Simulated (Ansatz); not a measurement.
SnC (wurtzite, P6_3mc), PBE (plane waves, PAW; program Ansatz). The conduction-band minimum lies at Γ, with 1 equivalent valley. Second derivatives d²E/dk² of the lowest band at one valley (eV·Å²), along Cartesian directions:

| direction | d²E/dk² |
|---|---|
| [100] | 88.93 |
| [010] | 88.94 |
| [001] | 104.4 |
| [110] | 88.93 |
| [101] | 96.68 |
| [011] | 96.68 |

Question: Find the principal effective masses, the density-of-states mass and the conductivity mass.

Answer: Off-diagonal terms follow from H_xy = H[110] − (H_xx + H_yy)/2, and m*/mₑ = 7.620 eV·Å² over each eigenvalue: 0.073, 0.086, 0.086. One valley's DOS mass (m₁m₂m₃)^(1/3) = 0.081, conductivity mass 3/(Σ 1/mᵢ) = 0.081 mₑ.

Question: What effective density of states Nc follows at 300 K for parabolic valleys?

Answer: Nc = 2.509e19 × 1 × (0.081)^(3/2) ≈ 5.8e17 cm⁻³.

The start of the workflow was typed in or built on a structure type; neither database checked (COD, Materials Project) lists it. Its standing as an ambient phase is unchecked. Symmetry was held in the PBE relaxation; its stability against distortions is not shown here. Its formation energy is positive at this level, so the cell may be metastable or incomplete. Scalar-relativistic: spin–orbit coupling is off unless named, which matters more the heavier the elements.

Potentials: the later of the program's two PAW sets.

Edges and masses are those of Kohn–Sham bands, whose gap is no quasiparticle gap.
